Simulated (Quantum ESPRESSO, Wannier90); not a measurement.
**KIO3 (R3m), plane waves to Wannier functions**

```xyz
5
Lattice="3.1016 1.7907 2.6215 -3.1016 1.7907 2.6215 0.0000 -3.5814 2.6215" Properties=species:S:1:pos:R:3 pbc="T T T"
K      0.0000     0.0000     0.0655
I      0.0000     0.0000    -3.8783
O      0.0000    -1.9830    -2.1236
O      1.7173     0.9915    -2.1236
O     -1.7173     0.9915    -2.1236
```

Structure: Materials Project mp-552729, symmetrised, not relaxed again. COD (Crystallography Open Database) has the formula in 2 space groups, this one among them (matched by group alone). Level: PBEsol, no spin polarisation, no spin-orbit coupling; pw.x of Quantum ESPRESSO at 68 Ry with PseudoDojo potentials, 6×6×6 k-points, Wannier90. Density: 8×8×8 mesh, cold smearing 0.01 Ry. Spin-orbit coupling is left out although heavy elements are present.

Band 2 is isolated and gives one Wannier function a cell (I2 5s 32 %, O5 2s 17 %, O4 2s 17 %; spread 2.03 Å²). Its on-site energy is ε = -20.105 eV relative to the valence-band maximum, and its hoppings t(R) = t(−R) to the nearer images are (images within this range that aren't listed have |t| under 5 meV):

```json
[
 {"R (lattice vectors; −R alike)": "0 0 1", "distance (Å)": "4.44", "t (eV)": "-0.049"},
 {"R (lattice vectors; −R alike)": "0 1 0", "distance (Å)": "4.44", "t (eV)": "-0.049"},
 {"R (lattice vectors; −R alike)": "1 0 0", "distance (Å)": "4.44", "t (eV)": "-0.049"}
]
```

Task: Work out the band energy at Γ, T, H_2, H_0 from these numbers.

Result: For one orbital E(k) = ε + Σ_R 2 t(R) cos(2π k·R), the sum over the listed R.
- Γ, k = (0.000, 0.000, 0.000): E = -20.105 + (-0.049)·(6.00) = -20.40 eV; pw.x: -20.39 eV
- T, k = (0.500, 0.500, 0.500): E = -20.105 + (-0.049)·(-6.00) = -19.81 eV; pw.x: -19.80 eV
- H_2, k = (0.522, 0.478, 0.500): E = -20.105 + (-0.049)·(-5.96) = -19.81 eV; pw.x: -19.80 eV
- H_0, k = (0.500, -0.478, 0.478): E = -20.105 + (-0.049)·(-5.96) = -19.81 eV; pw.x: -19.80 eV

At these points the listed shells miss the plane-wave band by up to 0.01 eV, of a width of 0.58 eV on the path. With all its hoppings the model misses the band by 0.1 meV at worst on the whole path; the listed shells hold nearly all of the dispersion.
